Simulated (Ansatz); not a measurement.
LiH (rock salt), relaxed with HSE06 (Ansatz, an electronic-structure program, plane waves, PAW): a = b = c = 3.9856 Å, α = β = γ = 90.00°.

```
Quantity              Result
--------------------  ------
gap (eV)                3.96
B₀ by P(V) fit (GPa)    37.6
```

The same phase is relaxed and computed with PBE in the same code. What are the cell and these values now?

a = 4.0068 Å, b = 4.0068 Å, c = 4.0068 Å, α = 90.00°, β = 90.00°, γ = 90.00°.

- gap (eV): 2.98
- B₀ by P(V) fit (GPa): 36.4

All cells were relaxed under the symmetry of their starts (and spin orders); stability against distortions was not tested throughout.

Potentials: the later of the program's two PAW sets.

Ansatz is a plane-wave DFT program.
